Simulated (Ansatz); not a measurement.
Te in space group Pm-3m (No. 221; Te on 1b) under volume change, plane-wave PAW LDA (Ansatz code), shape and atoms relaxed at each volume.

```csv
V (Å³/atom),E − E(relaxed) (meV/atom),P (GPa)
27.943,56.9,7.22
28.864,23.7,4.38
29.785,5.6,2.00
30.706,0.0,-0.01
31.628,5.1,-1.71
32.549,19.1,-3.15
33.470,40.8,-4.34
```

Question: What does a third-order Birch–Murnaghan fit give for V₀, B₀ and B′?

Answer: V₀ = 30.70 Å³/atom, B₀ = 61.6 GPa, B′ = 4.7.

The start of the workflow was typed in or built on a structure type; neither database checked (COD, Materials Project) lists it. It is not the phase usual at ambient conditions (space group No. 152). The cell was relaxed with LDA under the symmetry of its start; whether a distortion lowers the energy is not shown. Spin–orbit coupling is left out wherever it is not named.

Potentials: the earlier of the program's two PAW sets.
